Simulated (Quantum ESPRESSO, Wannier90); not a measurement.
# Wannier functions of CaO (rock salt)

Cell from Materials Project (mp-2605), symmetrised, no further relaxation. COD (Crystallography Open Database) has an entry of this formula and space group (matched by these alone). Method: PBEsol plane waves in Quantum ESPRESSO 7.5 (PseudoDojo norm-conserving files, 68 Ry, no spin polarisation, no spin-orbit coupling), Bloch states on a 12×12×12 mesh through Γ, Wannier90 4.0.1. Density: 12×12×12 mesh, cold smearing 0.01 Ry.

```
begin unit_cell_cart
ang
    0.0000000000    2.4035550000    2.4035550000
    2.4035550000    0.0000000000    2.4035550000
    2.4035550000    2.4035550000    0.0000000000
end unit_cell_cart
mp_grid = 12 12 12
```

### Question
Which shells of neighbouring k-points and which b-vectors and weights does Wannier90 pick for this cell and mesh?

### Answer
```
 *---------------------------------- K-MESH ----------------------------------*
 +----------------------------------------------------------------------------+
 |                    Distance to Nearest-Neighbour Shells                    |
 |                    ------------------------------------                    |
 |          Shell             Distance (Ang^-1)          Multiplicity         |
 |          -----             -----------------          ------------         |
 |             1                   0.188658                      8            |
 |             2                   0.217843                      6            |
 |             3                   0.308077                     12            |
 |             4                   0.361253                     24            |
 |             5                   0.377316                      8            |
 |             6                   0.435687                      6            |
 |             7                   0.474779                     24            |
 |             8                   0.487113                     24            |
       ... (lines left out)
 +----------------------------------------------------------------------------+
 | The b-vectors are chosen automatically                                     |
 | The following shells are used:                       1                     |
 +----------------------------------------------------------------------------+
 |                        Shell   # Nearest-Neighbours                        |
 |                        -----   --------------------                        |
 |                          1               8                                 |
 +----------------------------------------------------------------------------+
 | Completeness relation is fully satisfied [Eq. (B1), PRB 56, 12847 (1997)]  |
 +----------------------------------------------------------------------------+
 |                  b_k Vectors (Ang^-1) and Weights (Ang^2)                  |
 |                  ----------------------------------------                  |
 |            No.         b_k(x)      b_k(y)      b_k(z)        w_b           |
 |            ---        --------------------------------     --------        |
 |             1         0.108922    0.108922   -0.108922    10.536124        |
 |             2         0.108922   -0.108922    0.108922    10.536124        |
 |             3        -0.108922    0.108922    0.108922    10.536124        |
 |             4         0.108922    0.108922    0.108922    10.536124        |
 |             5        -0.108922   -0.108922    0.108922    10.536124        |
 |             6        -0.108922    0.108922   -0.108922    10.536124        |
 |             7         0.108922   -0.108922   -0.108922    10.536124        |
 |             8        -0.108922   -0.108922   -0.108922    10.536124        |
```
